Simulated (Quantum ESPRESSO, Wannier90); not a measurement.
# Wannier functions of SrTiO3 (cubic perovskite)

```xyz
5
Lattice="3.9127 0.0000 0.0000 0.0000 3.9127 0.0000 0.0000 0.0000 3.9127" Properties=species:S:1:pos:R:3 pbc="T T T"
Sr     0.0000     0.0000     0.0000
Ti     1.9564     1.9564     1.9564
O      1.9564     0.0000     1.9564
O      0.0000     1.9564     1.9564
O      1.9564     1.9564     0.0000
```

Materials Project entry mp-5229; symmetrised, unrelaxed at this level. COD (Crystallography Open Database) records the formula in this space group. Ideal cubic forms of this type are often high-temperature phases that distort on cooling; symmetry holds the cell here, and its stability was not tested. Computed values, not measurements, from PBEsol: Quantum ESPRESSO (norm-conserving PseudoDojo potentials, cutoff 68 Ry, no spin polarisation, no spin-orbit coupling) on a Γ-centred 8×8×8 mesh, then Wannier90. Density: 8×8×8 mesh, cold smearing 0.01 Ry.

Base run: 14 functions from bands 12-38 of the 38 computed, start hydrogen-like Ti: d; O: p, centres 0.05 Å off the atoms, frozen window up to 3.34 eV relative to the valence-band maximum, outer window open. One thing is changed at a time; window edges are relative to the valence-band maximum. The misfit compares interpolated bands with pw.x on a high-symmetry path, for states up to 2.8 eV relative to the valence-band maximum. Converged means that the tolerances were met: symmetric starts can stop on a saddle, which shows as a larger Ω_OD at equal Ω_I and can move the misfit too.

| setting | functions | frozen to (eV) | Ω_I (Å²) | Ω_D (Å²) | Ω_OD (Å²) | rms misfit (meV) | worst (meV) | ended |
|---|---|---|---|---|---|---|---|---|
| base | 14 | 3.34 | 12.00 | 0.00 | 0.18 | 0.3 | 3.5 | converged |

### Question
Starting from this base row, predict which settings stop with an error, and how Ω_I and the misfit move in the others: frozen window to 2.34 eV; frozen window to 0.34 eV; frozen window to 4.34 eV; frozen window to 6.11 eV; no frozen window; outer window to 12.99 eV.

### Answer
```json
[
 {"setting": "frozen window to 2.34 eV", "functions": "14", "frozen to (eV)": "2.34", "Ω_I (Å²)": "11.67", "Ω_D (Å²)": "0.00", "Ω_OD (Å²)": "0.15", "rms misfit (meV)": "6.5", "worst (meV)": "78", "ended": "converged"},
 {"setting": "frozen window to 0.34 eV", "functions": "14", "frozen to (eV)": "0.34", "Ω_I (Å²)": "11.53", "Ω_D (Å²)": "0.00", "Ω_OD (Å²)": "0.12", "rms misfit (meV)": "54", "worst (meV)": "227", "ended": "converged"},
 {"setting": "frozen window to 4.34 eV", "functions": "14", "frozen to (eV)": "4.34", "Ω_I (Å²)": "12.25", "Ω_D (Å²)": "0.00", "Ω_OD (Å²)": "0.21", "rms misfit (meV)": "0.2", "worst (meV)": "0.8", "ended": "converged"},
 {"setting": "frozen window to 6.11 eV", "functions": "14", "frozen to (eV)": "6.11", "Ω_I (Å²)": "–", "Ω_D (Å²)": "–", "Ω_OD (Å²)": "–", "rms misfit (meV)": "–", "worst (meV)": "–", "ended": "stops: too many frozen states"},
 {"setting": "no frozen window", "functions": "14", "frozen to (eV)": "none", "Ω_I (Å²)": "8.49", "Ω_D (Å²)": "0.00", "Ω_OD (Å²)": "0.05", "rms misfit (meV)": "843", "worst (meV)": "1891", "ended": "converged"},
 {"setting": "outer window to 12.99 eV", "functions": "14", "frozen to (eV)": "3.34", "Ω_I (Å²)": "12.16", "Ω_D (Å²)": "0.00", "Ω_OD (Å²)": "0.19", "rms misfit (meV)": "0.3", "worst (meV)": "3.1", "ended": "converged"}
]
```

Runs of this sweep that didn't settle are not listed.
